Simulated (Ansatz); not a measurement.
LaAl$_{2}$Ag$_{3}$:
```
LaAl2Ag3
1.0
    5.73073     0.00000     0.00000
   -2.86537     4.96296     0.00000
    0.00000     0.00000     4.26609
Al La Ag
2 1 3
Direct
  0.33333   0.66667   0.00000
  0.66667   0.33333   0.00000
  0.00000   0.00000   0.00000
  0.50000   0.00000   0.50000
  0.50000   0.50000   0.50000
  0.00000   0.50000   0.50000
```

Relaxed with r²SCAN. Special points in fractions of this cell's reciprocal vectors: Γ (0.000, 0.000, 0.000); M (0.500, 0.000, 0.000); K (0.333, 0.333, 0.000); A (0.000, 0.000, 0.500); L (0.500, 0.000, 0.500); H (0.333, 0.333, 0.500).

### Question
List the band energies nearest the Fermi level at these points for r²SCAN (plane waves, PAW; program Ansatz).

### Answer
In eV from the Fermi level; about four levels below and three above (degenerate sets whole), none deeper than 8.9 eV; points with the same levels are listed once.

```json
[
 {"k": "Γ", "below": "-3.62 -1.37 -1.37 -0.80", "above": "0.14 0.14 0.26"},
 {"k": "M", "below": "-4.54 -2.21 -1.39 -0.07", "above": "0.31 0.35 1.64"},
 {"k": "K", "below": "-4.77 -4.64 -4.64 -3.41", "above": "0.09 0.09 0.24"},
 {"k": "A", "below": "-2.58 -2.58 -1.57 -0.68 -0.68", "above": "0.49 1.53 1.53"},
 {"k": "L", "below": "-3.73 -3.68 -1.41 -0.74", "above": "0.59 0.84 1.31"},
 {"k": "H", "below": "-3.80 -3.80 -2.03 -1.09", "above": "1.47 1.47 1.60 1.60"}
]
```

Space group P6/mmm. The workflow started from an entry of the Crystallography Open Database (COD). Its standing as an ambient phase is unchecked. The r²SCAN relaxation kept the symmetry of its start; its stability against distortions is not shown here. The run is not spin-polarised. Scalar-relativistic: spin–orbit coupling is off unless named, which matters more the heavier the elements.

Potentials: the later of the program's two PAW sets.
